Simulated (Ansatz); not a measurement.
Vibrational response of Al at 22 GPa

These are results of Ansatz 0.2.0, DFT LDA, scalar-relativistic, plane waves, PAW, not measurements. Cutoff 420 eV, 18×18×6 k-points (Γ-centred), Fermi-Dirac smearing of 0.15 eV. No spin polarisation. Phonons by linear response, acoustic sum rule imposed.

The cell, relaxed at 22 GPa:
```yaml
crystal:
  lattice:
    - [2.65504, 0.00000, 0.00000]
    - [-1.32752, 2.29933, 0.00000]
    - [0.00000, 0.00000, 8.70319]
  atoms:
    - { symbol: Al, position: [0.00000, 0.00000, 0.00000] }
    - { symbol: Al, position: [0.33333, 0.66667, 0.25000] }
    - { symbol: Al, position: [0.00000, 0.00000, 0.50000] }
    - { symbol: Al, position: [0.66667, 0.33333, 0.75000] }
```

In a metal, frequencies and elastic constants depend on the k mesh and the smearing, soft modes and shear constants most. Other phases may be more stable at this pressure.

Optical modes at Γ; i marks an imaginary frequency:
```json
{"frequency (cm⁻¹)": "128", "degeneracy": "2"}
{"frequency (cm⁻¹)": "154", "degeneracy": "2"}
{"frequency (cm⁻¹)": "204", "degeneracy": "2"}
{"frequency (cm⁻¹)": "315", "degeneracy": "1"}
{"frequency (cm⁻¹)": "316", "degeneracy": "1"}
{"frequency (cm⁻¹)": "444", "degeneracy": "1"}
```

All 9 optical modes at Γ are real: no displacement of atoms at fixed cell lowers the energy to second order. Strains and modes at other wave vectors aren't tested by this run.

This form isn't the element's structure at ambient conditions.

Cost: 1 run of about 1.8 core-minutes, on Intel Xeon Platinum 8259CL (Skylake/Cascade Lake) (shared hosts).